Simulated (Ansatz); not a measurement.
Values for one crystal, relaxed and computed with plane-wave PAW r²SCAN (Ansatz code); other levels are named.

- Volume per atom = 20.67 Å³
- Band gap = 0.68 eV (direct)
- Electron effective mass = 0.092, 0.14, 0.14 mₑ (principal values)
- Pressure derivative B′ = 5.0
- Valence-band maximum = at Γ
- Hole effective mass = 0.11, 0.84, 2.1 mₑ (principal values)
- Conduction-band minimum = at Γ

**Question.** Pick the material that matches.
A. Cu2SiSe3, Cc (Pearson symbol mS24)
B. SiC, P6_222 (Si on 3d, C on 3c)
C. PtSe2, CdI2 type
D. LiCa2CuN2, P4_2/mnm (Li on 2a, Ca on 4d, Cu on 2b, N on 4f)

**Answer.** A, Cu2SiSe3, Cc (Pearson symbol mS24)

The workflow started from a Materials Project entry (that database holds measured and hypothetical structures alike); the Crystallography Open Database copy checked does not list it. With Si and Cu taken as one species the cell has the higher symmetry F-43m, so it may be an ordered model of a mixed-site phase. Its standing as an ambient phase is unchecked. Symmetry was held in the r²SCAN relaxation; whether a distortion lowers the energy is not shown. No spin polarisation was allowed. Scalar-relativistic: spin–orbit coupling is off unless named, which matters more the heavier the elements.

Potentials: the later of the program's two PAW sets.
